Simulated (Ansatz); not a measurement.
The calculation used Ansatz, DFT PBE, scalar-relativistic, plane waves, PAW. Settings: cutoff 420 eV, Γ-centred meshes spaced at most about 0.3 Å⁻¹, and about 0.25 Å⁻¹ or finer for metals (2π included), Gaussian smearing. No spin polarisation in the final relaxations.

Energies over the elements count from the elements' standard structures at the same level, with no fitted energy shifts.

A relaxed structure of Y4C3 has 18.58 Å³/atom, −0.14 eV/atom against the elements, no gap on its mesh:

```
CELL_PARAMETERS angstrom
5.06696 0.00000 0.00000
0.00000 5.06696 0.00000
0.00000 0.00000 5.06696
ATOMIC_POSITIONS crystal
Y 0.50000 0.50000 0.50000
Y 0.50000 0.00000 0.00000
Y 0.00000 0.50000 0.00000
Y 0.00000 0.00000 0.50000
C 0.50000 0.50000 0.00000
C 0.00000 0.50000 0.50000
C 0.50000 0.00000 0.50000
```

Problem. Predict cell, energy and gap of Y4Pb3 with the same space group and Wyckoff sites.

Solution. Y4Pb3 has a = 6.206 Å: 34.15 Å³/atom, −0.24 eV/atom against the elements, no gap on its mesh. The volume per atom changes by +83.8 % and the formation energy by -0.09 eV/atom (from unrounded values). Covalent radii: C 0.76 Å, Pb 1.46 Å; electronegativities 2.55 and 2.33. The cell follows the size of the atom. Y on a site of symmetry m-3m is surrounded by 6 Pb at 3.10 Å; Y on a site of symmetry 4/mmm has 4 Pb at 3.10 Å; Pb is surrounded by 6 Y at 3.10 Å.

```
Y Pb
1.0
     6.20632    0.00000    0.00000
     0.00000    6.20632    0.00000
     0.00000    0.00000    6.20632
Y Pb
4 3
Direct
  0.50000 0.50000 0.50000
  0.50000 0.00000 0.00000
  0.00000 0.50000 0.00000
  0.00000 0.00000 0.50000
  0.50000 0.50000 0.00000
  0.00000 0.50000 0.50000
  0.50000 0.00000 0.50000
```

The two cells were relaxed from separate starts that ended on the same group and sites; neither need be the stable form of its compound. Spin–orbit coupling, which can matter for Pb, is left out. A magnetic state wasn't ruled out in cells without spin, among them Y4Pb3 Pm-3m. The reference form of C is held partly by dispersion forces, which this level lacks. Cells relaxed within their symmetry can be saddle points.
